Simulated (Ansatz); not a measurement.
BaO:
```
CELL_PARAMETERS angstrom
      4.52157     0.00000     0.00000
     -2.26078     3.91579     0.00000
      0.00000     0.00000     5.57305
ATOMIC_POSITIONS crystal
  Ba 0.66667 0.33333 0.25000
  Ba 0.33333 0.66667 0.75000
  O  0.66667 0.33333 0.75000
  O  0.33333 0.66667 0.25000
```

Relaxed with HSE06.

**Question.** Give the Bader charges and basin volumes of the independent atoms, HSE06 in the plane-wave PAW code Ansatz.

**Answer.** 

```json
[
 {"atom": "Ba1", "Bader charge (e)": "+1.50", "Bader volume (Å³)": "28.1"},
 {"atom": "O3", "Bader charge (e)": "-1.50", "Bader volume (Å³)": "20.2"}
]
```

Space group P6_3/mmc. The first step of the workflow began from a Materials Project structure, measured or hypothetical; the Crystallography Open Database copy checked does not list it. It is not the phase usual at ambient conditions (space group No. 225). The HSE06 relaxation kept the symmetry of its start; its stability against distortions is not shown here. Scalar-relativistic: spin–orbit coupling is off unless named, which matters more the heavier the elements.

Potentials: the later of the program's two PAW sets.
